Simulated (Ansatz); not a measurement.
One crystal and one scan (frozen-phonon scan) at two levels, PBE (plane waves to 420 eV, PAW, scalar-relativistic; Ansatz, a quantum-chemistry and plane-wave program) and r2SCAN (plane waves to 500 eV, PAW, scalar-relativistic; Ansatz), each from its own relaxed cell and on its own mesh.

The crystal is GaP (zinc blende); a phonon pattern at X = (0.5, 0.5, 0.0) is frozen into a 4-atom cell, Q being the largest atomic displacement.

GaP was relaxed with its symmetry unable to fall. The PAW data are Ansatz's earlier set.

```tsv
quantity	run 1	run 2
Lattice constant a (Å)	5.452	5.506
Band gap of the relaxed cell, no spin-orbit coupling (eV)	1.85	1.58
Harmonic wavenumber from the curvature (finite differences) (cm⁻¹ (negative: imaginary))	252	241
```

Problem. Which run is which level?

Solution. Run 2 is PBE, run 1 is r2SCAN. PBE gives the higher value for: lattice constant a. PBE gives the lower value for: band gap of the relaxed cell, no spin-orbit coupling; harmonic wavenumber from the curvature. Both give the same shape of the curve: a single well with its minimum at or next to zero displacement. Neither level is exact: the differences show how much the result hangs on the functional.

(For displaced atoms, the force is minus the slope of the energy, and its curvature is a force constant, which sets phonon frequencies.)
